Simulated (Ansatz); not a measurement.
The slice is one period of a {110} plane through atoms; its size isn't given.

The numbers are results of PBE (plane waves to 420 eV, PAW, scalar-relativistic; Ansatz, a program for electronic structure), not measurements. These are valence fields of a PAW run, semicore shells included where kept as valence: close to a nucleus they are smooth pseudo fields.

```
|@@%#*+==-----==+*#%@|
|@%%*++==-----==++*%%|
|##*+++===---===+++*#|
|*++++====---====++++|
|+++=====-----=====++|
|========--:--=======|
|---------:.:--------|
|:::------:::------::|
|::::::---------:::::|
|....:::-------:::...|
|  ...::-------::... |
|   ..:::-----:::..  |
|    ..:::---:::..   |
|    ...:::::::...   |
|     ...::::::..    |
|     ....:::....    |
|     ...........    |
|....................|
|::......     ......:|
|:::::...     ...::::|
|----::..     ..::---|
|===--::..   ..::--==|
|++===-::.. ..::-===+|
|*+++=--:.....:--=+++|
|##*++=--:...:--=++*#|
|@%%*+==-:::::-==+*%%|
|@@%#*+=--:::--=+*#%@|
|@@@#*+=--:::--=+*#@@|
```
Scale: ten equal steps from -1.85 (start of ' ') to 1.24 (end of '@'), in the order ' .:-=+*#%@'. Values: log₁₀ of the valence density in e/Å³. The map has 20 points along u (one character each, u = 0 at the left) and 28 along v (v = 0 in the bottom row). The scale is logarithmic, as a density can span decades between atoms and voids.

```
|xxx:+*%%*=-=*%%*+:xx|
|xx.=+#@@#+=+#@@#+=.x|
|::=+#%@@#+-+#@@%#+=:|
|=++*%@@@#-.-#@@@%*++|
|+**#@@@%=xxx=%@@@#**|
|*##%@@%+xxxxx+%@@%##|
|**####+:xxxxx:+####*|
|+++++=-.xxxxx.-=++++|
|:::::::. xxx .::::::|
| ....::::...::::....|
|    ..::-----::..   |
|     .::--=--::.    |
|     ..::---::..    |
|      ..:::::..     |
|       .......      |
|          .         |
|                    |
|                    |
|::..             ..:|
|+==-.           .-==|
|***+-:.       .:-+**|
|****+=:.     .:=+***|
|++***+=:     :=+***+|
|==+++*+-.   .-+**++=|
|::=++**=:   :=**++=:|
|xx.=++*+-...-+*++=:x|
|xxx:++**=:.:=**++:xx|
|xxx:=*##+-:-+##*=:xx|
```
Scale: ten equal steps from 0.01 (start of ' ') to 0.90 (end of '@'), in the order ' .:-=+*#%@'. Values: electron localisation function (ELF). The map has 20 points along u (one character each, u = 0 at the left) and 28 along v (v = 0 in the bottom row). Points within 0.5 Å of a nucleus are blanked (x), as the pseudised field means little there.

Question: Which relaxed crystal do these maps come from?
A) BeTe (zinc blende)
B) InSb (zinc blende)
C) BP (zinc blende)
D) BAs (zinc blende)

Answer: A, BeTe (zinc blende). Atoms on the slice: Te at (0.00, 0.00); Be at (0.50, 0.75)

All were relaxed with their symmetry unable to fall. At this level the bands of InSb touch or barely overlap; measurements give the solid a gap. Spin-orbit coupling is left out.
